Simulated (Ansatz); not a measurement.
A geometry of Ti3Al away from equilibrium: the start of the relaxation of a generated cell, Ti3Al placed in the D019 structure type. Method: PBE (plane waves to 420 eV, PAW, scalar-relativistic; Ansatz, a quantum-chemistry and plane-wave program). Γ-centred k-mesh 7×7×7 on the run's cell (coarser than for final values), Fermi–Dirac smearing 0.05 eV.

```xyz
8
Lattice="5.9530 0.0000 0.0000 -2.9765 5.1555 0.0000 0.0000 0.0000 4.7748" Properties=species:S:1:pos:R:3 pbc="T T T"
Ti     2.9765     3.4975     1.1937
Ti    -1.5406     4.3265     3.5811
Ti     1.4359     0.8290     1.1937
Ti     0.0000     1.6580     3.5811
Ti     4.5172     0.8290     1.1937
Ti     1.5406     4.3265     3.5811
Al     0.0000     3.4370     1.1937
Al     2.9765     1.7185     3.5811
```

Problem. Predict the force on each atom, in eV/Å.

Solution. 
```json
[
 {"atom": "Ti1", "Fx": "0.00", "Fy": "-0.73", "Fz": "0.00"},
 {"atom": "Ti2", "Fx": "0.63", "Fy": "-0.37", "Fz": "0.00"},
 {"atom": "Ti3", "Fx": "0.63", "Fy": "0.37", "Fz": "0.00"},
 {"atom": "Ti4", "Fx": "0.00", "Fy": "0.73", "Fz": "0.00"},
 {"atom": "Ti5", "Fx": "-0.63", "Fy": "0.37", "Fz": "0.00"},
 {"atom": "Ti6", "Fx": "-0.63", "Fy": "-0.37", "Fz": "0.00"},
 {"atom": "Al7", "Fx": "0.00", "Fy": "0.00", "Fz": "0.00"},
 {"atom": "Al8", "Fx": "0.00", "Fy": "0.00", "Fz": "0.00"}
]
```

Problem. What is the pressure?

Solution. -8.1 GPa, compression positive.

Problem. How much energy per atom can still be gained by relaxing?

Solution. 0.07 eV/atom; the path ends in P6₃/mmc (No. 194) (AFLOW prototype A3B_hP8_194_h_c (D0_19, as in Ni3Sn)).

No spin polarisation in the result.

The run could not lose the symmetry of its start; a randomly shaken copy of 8 atoms returns to this structure.
